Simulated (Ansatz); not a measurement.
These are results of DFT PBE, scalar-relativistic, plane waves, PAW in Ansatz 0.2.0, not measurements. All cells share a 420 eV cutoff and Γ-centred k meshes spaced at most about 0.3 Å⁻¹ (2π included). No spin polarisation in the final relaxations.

Temperature and zero-point effects are left out. All come from trial cells, and lower structures may exist.

Question: Order these relaxed structures of Sn2PbS3 by energy, lowest first, with the energy over the lowest of them.
A.

```
Sn Pb S
1.0
     2.07226   -5.97592    0.00000
     2.07226    5.97592    0.00000
     0.00000    0.00000   12.51640
Sn Pb S
4 2 6
Direct
  0.36929 0.63071 0.58364
  0.36929 0.63071 0.91636
  0.63071 0.36929 0.41636
  0.63071 0.36929 0.08364
  0.37360 0.62640 0.25000
  0.62640 0.37360 0.75000
  0.14516 0.85484 0.25000
  0.15278 0.84722 0.57913
  0.15278 0.84722 0.92087
  0.84722 0.15278 0.42087
  0.85484 0.14516 0.75000
  0.84722 0.15278 0.07913
```

B.

```
Sn Pb S
1.0
    -2.08863    2.08863    8.86024
     2.08863   -2.08863    8.86024
     2.08863    2.08863   -8.86024
Sn Pb S
2 1 3
Direct
  0.66786 0.66786 0.00000
  0.33214 0.33214 0.00000
  0.00000 0.00000 0.00000
  0.82990 0.82990 0.00000
  0.50000 0.50000 0.00000
  0.17010 0.17010 0.00000
```

Answer: A (0 meV/atom), B (11 meV/atom). Forms: A Cmcm; B Sn and Pb ordered on rock salt sites, I4/mmm. Counting S atoms around Pb and Sn (those within 1.25 times the shortest such distance or 1.15 times the sum of covalent radii; a plus sign parts nearer from farther groups): A has Sn 1+4, Pb 1+4; B has Sn 6, Pb 6.

Weakly bound directions are ill-defined at this level, which has no dispersion term (Cmcm), and this can change margins and order among such cells. These runs have no spin–orbit coupling, which can matter for Pb. Cells relaxed within their symmetry can be saddle points. Some structure types and database cells were kept out of the candidates from the start, so a known form may be missing.
